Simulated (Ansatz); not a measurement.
Geometry optimisation in Ansatz: input, command and trajectory.

```yaml
crystal:
  lattice:
    - [4.9240678281, 0.0, 0.0]
    - [0.0, 4.9240678281, 0.0]
    - [0.0, 0.0, 4.9240678281]
  atoms:
    - { symbol: W, position: [0.0, 0.0, 0.0] }
    - { symbol: W, position: [0.5, 0.5, 0.5] }
    - { symbol: Au, position: [0.25, 0.25, 0.25] }
    - { symbol: Au, position: [0.25, 0.75, 0.75] }
    - { symbol: Au, position: [0.75, 0.75, 0.25] }
    - { symbol: Au, position: [0.75, 0.25, 0.75] }
basis:
  ecutwfc: 420
kpoints:
  mp_grid: { grid: [4, 4, 4] }
hamiltonian:
  xc: pbe
scf:
  occupations: { method: gaussian, width: 0.1 }
  lower_state_search: "off"
output:
  forces: true
  stress: true
  eigenvalues: true
relax:
  adjacent_minimum: "off"
  f_tol: 0.04
  max_steps: 70
  cell: { stress_tol: 0.4 }
```

```bash
ansatz run input.yaml --threads 1 --pin off --max-ram 2560MiB --backend cpu --events-out ev --progress --plain --runs-dir out
```

Level of theory: DFT PBE, scalar-relativistic, plane waves, PAW (Ansatz).

Of 10 frames 10 are shown, positions in Å and forces in eV/Å; the SCF threshold varies from step to step. Steps run on the plane waves of an earlier cell, with a Pulay correction in the pressure. The basis is chosen afresh for the last frame, the zero of the energies, and at times for earlier ones too; energy and pressure step there, also at an unchanged geometry. Here that happened at step 7 (-44 meV/atom, 2.7 GPa); the frames before carry an error of that size.

```xyz
6
Lattice="4.9241 0.0000 0.0000 0.0000 4.9241 0.0000 0.0000 0.0000 4.9241" Properties=species:S:1:pos:R:3:forces:R:3 pbc="T T T" step=1 free_energy_over_end_meV_per_atom=2009.38 pressure_GPa=82.16
W     0.0000    0.0000    0.0000    0.0000    0.0000    0.0000
W     2.4620    2.4620    2.4620    0.0000    0.0000    0.0000
Au    1.2310    1.2310    1.2310    0.0000    0.0000    0.0000
Au    1.2310    3.6931    3.6931    0.0000    0.0000    0.0000
Au    3.6931    3.6931    1.2310    0.0000    0.0000    0.0000
Au    3.6931    1.2310    3.6931    0.0000    0.0000    0.0000
6
Lattice="5.1641 0.0000 0.0000 0.0000 5.1641 0.0000 0.0000 0.0000 5.1641" Properties=species:S:1:pos:R:3:forces:R:3 pbc="T T T" step=2 free_energy_over_end_meV_per_atom=877.20 pressure_GPa=41.19
W     0.0000    0.0000    0.0000    0.0000    0.0000    0.0000
W     2.5821    2.5821    2.5821    0.0000    0.0000    0.0000
Au    1.2910    1.2910    1.2910    0.0000    0.0000    0.0000
Au    1.2910    3.8731    3.8731    0.0000    0.0000    0.0000
Au    3.8731    3.8731    1.2910    0.0000    0.0000    0.0000
Au    3.8731    1.2910    3.8731    0.0000    0.0000    0.0000
6
Lattice="5.3986 0.0000 0.0000 0.0000 5.3986 0.0000 0.0000 0.0000 5.3986" Properties=species:S:1:pos:R:3:forces:R:3 pbc="T T T" step=3 free_energy_over_end_meV_per_atom=296.38 pressure_GPa=18.17
W     0.0000    0.0000    0.0000    0.0000    0.0000    0.0000
W     2.6993    2.6993    2.6993    0.0000    0.0000    0.0000
Au    1.3497    1.3497    1.3497    0.0000    0.0000    0.0000
Au    1.3497    4.0490    4.0490    0.0000    0.0000    0.0000
Au    4.0490    4.0490    1.3497    0.0000    0.0000    0.0000
Au    4.0490    1.3497    4.0490    0.0000    0.0000    0.0000
6
Lattice="5.6169 0.0000 0.0000 0.0000 5.6169 0.0000 0.0000 0.0000 5.6169" Properties=species:S:1:pos:R:3:forces:R:3 pbc="T T T" step=4 free_energy_over_end_meV_per_atom=74.38 pressure_GPa=4.44
W     0.0000    0.0000    0.0000    0.0000    0.0000    0.0000
W     2.8085    2.8085    2.8085    0.0000    0.0000    0.0000
Au    1.4042    1.4042    1.4042    0.0000    0.0000    0.0000
Au    1.4042    4.2127    4.2127    0.0000    0.0000    0.0000
Au    4.2127    4.2127    1.4042    0.0000    0.0000    0.0000
Au    4.2127    1.4042    4.2127    0.0000    0.0000    0.0000
6
Lattice="5.6955 0.0000 0.0000 0.0000 5.6955 0.0000 0.0000 0.0000 5.6955" Properties=species:S:1:pos:R:3:forces:R:3 pbc="T T T" step=5 free_energy_over_end_meV_per_atom=55.87 pressure_GPa=0.46
W     0.0000    0.0000    0.0000    0.0000    0.0000    0.0000
W     2.8478    2.8478    2.8478    0.0000    0.0000    0.0000
Au    1.4239    1.4239    1.4239    0.0000    0.0000    0.0000
Au    1.4239    4.2717    4.2717    0.0000    0.0000    0.0000
Au    4.2717    4.2717    1.4239    0.0000    0.0000    0.0000
Au    4.2717    1.4239    4.2717    0.0000    0.0000    0.0000
6
Lattice="5.7050 0.0000 0.0000 0.0000 5.7050 0.0000 0.0000 0.0000 5.7050" Properties=species:S:1:pos:R:3:forces:R:3 pbc="T T T" step=6 free_energy_over_end_meV_per_atom=55.70 pressure_GPa=0.01
W     0.0000    0.0000    0.0000    0.0000    0.0000    0.0000
W     2.8525    2.8525    2.8525    0.0000    0.0000    0.0000
Au    1.4262    1.4262    1.4262    0.0000    0.0000    0.0000
Au    1.4262    4.2787    4.2787    0.0000    0.0000    0.0000
Au    4.2787    4.2787    1.4262    0.0000    0.0000    0.0000
Au    4.2787    1.4262    4.2787    0.0000    0.0000    0.0000
6
Lattice="5.7050 0.0000 0.0000 0.0000 5.7050 0.0000 0.0000 0.0000 5.7050" Properties=species:S:1:pos:R:3:forces:R:3 pbc="T T T" step=7 free_energy_over_end_meV_per_atom=11.44 pressure_GPa=2.69
W     0.0000    0.0000    0.0000    0.0000    0.0000    0.0000
W     2.8525    2.8525    2.8525    0.0000    0.0000    0.0000
Au    1.4262    1.4262    1.4262    0.0000    0.0000    0.0000
Au    1.4262    4.2787    4.2787    0.0000    0.0000    0.0000
Au    4.2787    4.2787    1.4262    0.0000    0.0000    0.0000
Au    4.2787    1.4262    4.2787    0.0000    0.0000    0.0000
6
Lattice="5.7607 0.0000 0.0000 0.0000 5.7607 0.0000 0.0000 0.0000 5.7607" Properties=species:S:1:pos:R:3:forces:R:3 pbc="T T T" step=8 free_energy_over_end_meV_per_atom=1.58 pressure_GPa=0.89
W     0.0000    0.0000    0.0000    0.0000    0.0000    0.0000
W     2.8804    2.8804    2.8804    0.0000    0.0000    0.0000
Au    1.4402    1.4402    1.4402    0.0000    0.0000    0.0000
Au    1.4402    4.3205    4.3205    0.0000    0.0000    0.0000
Au    4.3205    4.3205    1.4402    0.0000    0.0000    0.0000
Au    4.3205    1.4402    4.3205    0.0000    0.0000    0.0000
6
Lattice="5.7915 0.0000 0.0000 0.0000 5.7915 0.0000 0.0000 0.0000 5.7915" Properties=species:S:1:pos:R:3:forces:R:3 pbc="T T T" step=9 free_energy_over_end_meV_per_atom=0.31 pressure_GPa=0.00
W     0.0000    0.0000    0.0000    0.0000    0.0000    0.0000
W     2.8958    2.8958    2.8958    0.0000    0.0000    0.0000
Au    1.4479    1.4479    1.4479    0.0000    0.0000    0.0000
Au    1.4479    4.3436    4.3436    0.0000    0.0000    0.0000
Au    4.3436    4.3436    1.4479    0.0000    0.0000    0.0000
Au    4.3436    1.4479    4.3436    0.0000    0.0000    0.0000
6
Lattice="5.7915 0.0000 0.0000 0.0000 5.7915 0.0000 0.0000 0.0000 5.7915" Properties=species:S:1:pos:R:3:forces:R:3 pbc="T T T" step=10 free_energy_over_end_meV_per_atom=0.00 pressure_GPa=-0.01
W     0.0000    0.0000    0.0000    0.0000    0.0000    0.0000
W     2.8958    2.8958    2.8958    0.0000    0.0000    0.0000
Au    1.4479    1.4479    1.4479    0.0000    0.0000    0.0000
Au    1.4479    4.3436    4.3436    0.0000    0.0000    0.0000
Au    4.3436    4.3436    1.4479    0.0000    0.0000    0.0000
Au    4.3436    1.4479    4.3436    0.0000    0.0000    0.0000
```

The start puts this composition into another compound's structure type, which needn't suit it. The cell swells from 19.9 to 32.4 Å³ an atom, so the end can be far from any stable crystal. At the end the space group is Pn-3m (tolerance 0.05 Å).

The run took 58 s on 1 thread of Arm Neoverse V2, on a shared host, peak memory 0.46 GiB.

The k mesh is coarse. Spin–orbit coupling is left out, which can shift energies with elements as heavy as these.